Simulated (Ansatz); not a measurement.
# What moves the field gradients of Al2Cu?

Cell of run 1: a structure deposited in the COD, taken as it stands.

Space group I4/mcm (No. 140); a = 6.0670, c = 4.8770 Å.

```
site  Wyckoff  site symmetry       x       y       z
  Al       8h           m.2m  0.1581  0.6581  0.5000
  Cu       4a            422  0.0000  0.0000  0.7500
```

One atom of each set is listed; the run and its k-mesh use a cell of 6 atoms with edges of 4.93, 4.93, 4.93 Å.

Relaxed positions (PBE, cell held):

Al (0.1581, 0.6581, 0.5000)
Cu (0.0000, 0.0000, 0.7500)

All runs are DFT with Ansatz 0.2.0 (plane waves and PAW, scalar-relativistic unless spin–orbit coupling is named, Γ-centred meshes, Fermi–Dirac smearing where given) in this cell.

Run 1: PBE, atoms as given; 420 eV, 12×12×12 k-points, smearing 0.02 eV.
Run 2: r2SCAN, at the relaxed atoms; 500 eV, 12×12×12 k-points, smearing 0.05 eV.
Run 3: LDA, at the relaxed atoms; 420 eV, 12×12×12 k-points, smearing 0.05 eV.
Run 4: PBEsol, at the relaxed atoms; 420 eV, 12×12×12 k-points, smearing 0.05 eV.

```
run   Al V_zz (η)   Cu V_zz (η)
  1  -0.76 (0.63)  -2.82 (0.00)
  2  -0.78 (0.52)  -2.87 (0.00)
  3  -0.77 (0.61)  -2.73 (0.00)
  4             ?             ?
```

V_zz in 10²¹ V/m².

Q: Estimate the row of run 4.

A: Al: -0.77 (0.57); Cu: -2.78 (0.00). It lies nearest to run 1, from whose tensors on these sites it differs by 0.04 at most (largest principal value of the difference, on Cu).

With these PAW files V_zz is typically within 2 to 3 % of all-electron values, but misses above 10 % occur on Al. In runs 1, 2, 3, 4 there is no gap above 0.1 eV, so the gradients can move by 10 % or more with the k-mesh. The cell isn't the equilibrium one in run 3 (calculated pressure -6 GPa), and the entry's cell may itself be off.
